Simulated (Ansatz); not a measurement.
SiMo$_{3}$ (A15 (Cr3Si type), Pm-3n) at seven volumes, r²SCAN in the plane-wave PAW code Ansatz, scaled uniformly. One row is withheld.

| V (Å³/atom) | P (GPa) |
|---|---|
| 13.244 | ? |
| 13.681 | 18.71 |
| 14.117 | 8.57 |
| 14.554 | 0.00 |
| 14.991 | -7.31 |
| 15.427 | -13.55 |
| 15.864 | -18.88 |

**Question.** Fit the shown pressures and predict the withheld one.

**Answer.** P = (3/2)B₀(x^(7/2) − x^(5/2))[1 + (3/4)(B′ − 4)(x − 1)] with x = (V₀/V)^(2/3). Least squares on the six rows gives V₀ = 14.554 Å³/atom, B₀ = 264 GPa, B′ = 4.36. At V = 13.244, x = 1.0649 and P = 30.60 GPa. The run itself gave 30.64 GPa.

The r²SCAN relaxation kept the symmetry of its start; of distortions, only those at the zone centre were tested. No spin polarisation was allowed.

Potentials: the later of the program's two PAW sets.
